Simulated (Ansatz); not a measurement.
B4C:
```
CELL_PARAMETERS angstrom
      4.37121     2.78984     0.00000
     -4.37121     2.78984     0.00000
     -2.41763     0.00000     4.40832
ATOMIC_POSITIONS crystal
  B  0.49175 0.50825 0.83834
  B  0.50201 0.17614 0.48398
  B  0.82386 0.49799 0.48398
  B  0.49408 0.83091 0.50544
  B  0.16909 0.50592 0.50544
  B  0.30705 0.69295 0.18084
  B  0.68960 0.31040 0.81193
  B  0.30287 0.18816 0.69506
  B  0.81184 0.69713 0.69506
  B  0.69619 0.81750 0.29881
  B  0.18250 0.30381 0.29881
  B  0.00040 0.99960 0.98788
  C  0.50331 0.49669 0.17563
  C  0.12560 0.87440 0.88130
  C  0.87851 0.12149 0.10361
```

Relaxed with PBEsol. Independent-particle spectrum: no excitons, no local fields, no scissors shift; 0.1 eV broadening; ε₁ of the summed bands alone.

Problem. Tabulate the dielectric function from the program Ansatz at the PBEsol level (PAW).

Solution. 

| E (eV) | ε₁ xx | ε₂ xx | ε₁ yy | ε₂ yy | ε₁ zz | ε₂ zz |
|---|---|---|---|---|---|---|
| 0.0 | 7.70 | 0.00 | 7.62 | 0.00 | 7.50 | 0.00 |
| 0.3 | 7.71 | 0.00 | 7.63 | 0.00 | 7.52 | 0.00 |
| 0.6 | 7.75 | 0.00 | 7.68 | 0.00 | 7.56 | 0.00 |
| 0.9 | 7.83 | 0.00 | 7.75 | 0.00 | 7.63 | 0.00 |
| 1.2 | 7.93 | 0.00 | 7.85 | 0.00 | 7.73 | 0.00 |
| 1.5 | 8.07 | 0.00 | 8.00 | 0.00 | 7.87 | 0.00 |
| 1.8 | 8.26 | 0.00 | 8.18 | 0.00 | 8.05 | 0.00 |
| 2.1 | 8.50 | 0.00 | 8.42 | 0.00 | 8.29 | 0.00 |
| 2.4 | 8.81 | 0.00 | 8.74 | 0.00 | 8.59 | 0.00 |
| 2.7 | 9.23 | 0.00 | 9.15 | 0.00 | 9.00 | 0.00 |
| 3.0 | 9.83 | 0.00 | 9.73 | 0.00 | 9.57 | 0.00 |
| 3.3 | 10.82 | 0.04 | 10.60 | 0.08 | 10.46 | 0.04 |
| 3.6 | 12.39 | 1.09 | 11.92 | 0.51 | 11.93 | 0.53 |
| 3.9 | 13.07 | 3.19 | 13.78 | 1.62 | 14.59 | 3.46 |
| 4.2 | 11.67 | 4.76 | 14.31 | 5.06 | 11.06 | 4.78 |
| 4.5 | 10.91 | 4.40 | 12.47 | 8.76 | 11.80 | 5.38 |
| 4.8 | 12.49 | 5.25 | 11.29 | 7.81 | 11.80 | 6.23 |
| 5.1 | 12.66 | 6.90 | 10.21 | 8.75 | 11.96 | 7.39 |
| 5.4 | 12.15 | 8.49 | 9.43 | 8.79 | 10.25 | 9.50 |
| 5.7 | 11.29 | 10.72 | 10.33 | 10.57 | 9.60 | 10.55 |
| 6.0 | 9.78 | 12.15 | 6.14 | 13.04 | 7.30 | 11.78 |
| 6.3 | 6.66 | 11.81 | 3.77 | 10.73 | 5.44 | 10.94 |
| 6.6 | 6.84 | 11.96 | 3.38 | 9.61 | 4.36 | 10.95 |
| 6.9 | 4.83 | 13.55 | 3.13 | 8.74 | 3.00 | 9.79 |
| 7.2 | 2.88 | 12.21 | 3.06 | 8.45 | 2.85 | 9.38 |
| 7.5 | 0.81 | 11.09 | 3.11 | 7.97 | 1.89 | 8.69 |
| 7.8 | 1.26 | 10.09 | 3.13 | 8.23 | 2.34 | 8.03 |
| 8.1 | 1.41 | 9.68 | 2.72 | 8.46 | 1.99 | 8.19 |
| 8.4 | 0.88 | 10.79 | 2.68 | 8.45 | 2.18 | 7.81 |
| 8.7 | -1.31 | 9.99 | 2.26 | 8.82 | 2.13 | 7.92 |
| 9.0 | -1.81 | 8.19 | 1.67 | 8.26 | 2.12 | 8.07 |
| 9.3 | -1.17 | 7.50 | 1.66 | 9.59 | 1.20 | 8.92 |
| 9.6 | -1.36 | 7.60 | 0.15 | 9.06 | -0.09 | 8.82 |
| 9.9 | -1.56 | 7.07 | -0.59 | 8.97 | -0.26 | 8.22 |
| 10.2 | -1.83 | 6.99 | -1.71 | 8.93 | -1.25 | 8.39 |
| 10.5 | -2.17 | 6.52 | -2.25 | 7.82 | -2.09 | 7.47 |
| 10.8 | -2.49 | 6.20 | -2.73 | 7.26 | -2.00 | 6.60 |
| 11.1 | -2.60 | 5.62 | -2.99 | 6.38 | -2.15 | 6.33 |
| 11.4 | -2.93 | 5.32 | -3.38 | 5.77 | -2.45 | 5.94 |
| 11.7 | -3.13 | 4.45 | -3.30 | 4.92 | -2.75 | 5.49 |
| 12.0 | -2.69 | 3.91 | -3.21 | 4.41 | -2.93 | 5.06 |

Problem. From ε at 4.0 eV (xx: 12.78 + 4.08i), find n, k, the normal reflectivity and the absorption coefficient.

Solution. n = 3.62, k = 0.564, R = 33 %, α = 2kE/ħc = 230000 cm⁻¹.

With all bands, ε∞ without local fields is 7.79 (xx), 7.71 (yy), 7.60 (zz). DFPT, with local fields, gives 7.16 (xx), 7.19 (yy), 7.03 (zz).

Space group Cm. The workflow started from a Materials Project entry (that database holds measured and hypothetical structures alike); the Crystallography Open Database copy checked does not list it. Its standing as an ambient phase is unchecked. The PBEsol relaxation kept the symmetry of its start; phonons on a q-mesh show no instability.

Potentials: the earlier of the program's two PAW sets.
